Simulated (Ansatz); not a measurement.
## One input, then a changed one: Y (fcc type)

First run: DFT, PBEsol, PAW with other files of Ansatz's library (source ansatz), scalar-relativistic (Ansatz 0.2.0).

Command: `ansatz run input.yaml --threads 1 --pin off --max-ram 2048MiB --backend cpu --events-out ev --progress --plain --runs-dir out` It took 1.6 s on 1 thread of Arm Neoverse V1 (shared host), peak memory 0.27 GiB.

```yaml
crystal:
  lattice:
    - [0.0, 2.4923694166, 2.4923694166]
    - [2.4923694166, 0.0, 2.4923694166]
    - [2.4923694166, 2.4923694166, 0.0]
  atoms:
    - { symbol: "Y", position: [0.0, 0.0, 0.0] }
kpoints:
  mp_grid: { grid: [13, 13, 13] }
scf:
  occupations: { method: fermi_dirac, width: 0.1 }
hamiltonian:
  xc: pbesol
  pseudopotentials: { kind: paw, source: ansatz }
output:
  forces: true
  stress: true
  eigenvalues: true
```

The cell comes from a relaxation on PAW files under the same functional, begun from a prototype that needn't be the stable phase.

This run: the series' base cell, source ansatz.

It converges in 6 SCF iterations at a pressure of -0.04 GPa, cutoff 420 eV.

The input is then changed:

```diff
 scf:
-  occupations: { method: fermi_dirac, width: 0.1 }
+  occupations: { method: cold, width: 0.025 }
 hamiltonian:
```

Task: What does the second run give?

Result: It converges in 6 SCF iterations at a pressure of -0.10 GPa, cutoff 420 eV, free energy +24.4 meV/atom against the first run's.
